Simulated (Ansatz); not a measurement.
HfIr in space group P2_1/m (No. 11; Hf on 2e, Ir on 2e), PBE in the plane-wave PAW code Ansatz, all energies at zero smearing, with the estimated change up to a 700 eV cutoff added, with one set of potentials and settings (totals compare only within such a set). Cell of 4 atoms (2 Hf, 2 Ir): -55316.963 eV.

```tsv
element	reference phase	E (eV/atom)
Hf	P6_3/mmc, 2 atoms in the cell	-15721.3637
Ir	Fm-3m, 1 atoms in the cell	-11935.3137
```

Formation energy per atom, worked out: (-55316.963 − 2×(-15721.3637) − 2×(-11935.3137))/4 = -0.902 eV/atom (-87 kJ per mol of atoms), at 0 K, without zero-point energy or fitted corrections.

The workflow started from a Materials Project entry (that database holds measured and hypothetical structures alike); the Crystallography Open Database copy checked does not list it. Its standing as an ambient phase is unchecked. Symmetry was held in the PBE relaxation; its stability against distortions is not shown here. The run is not spin-polarised. The references are the lowest solids computed at this level, not always the standard phases. Scalar-relativistic: spin–orbit coupling is off unless named, which matters more the heavier the elements.

Potentials: the later of the program's two PAW sets.
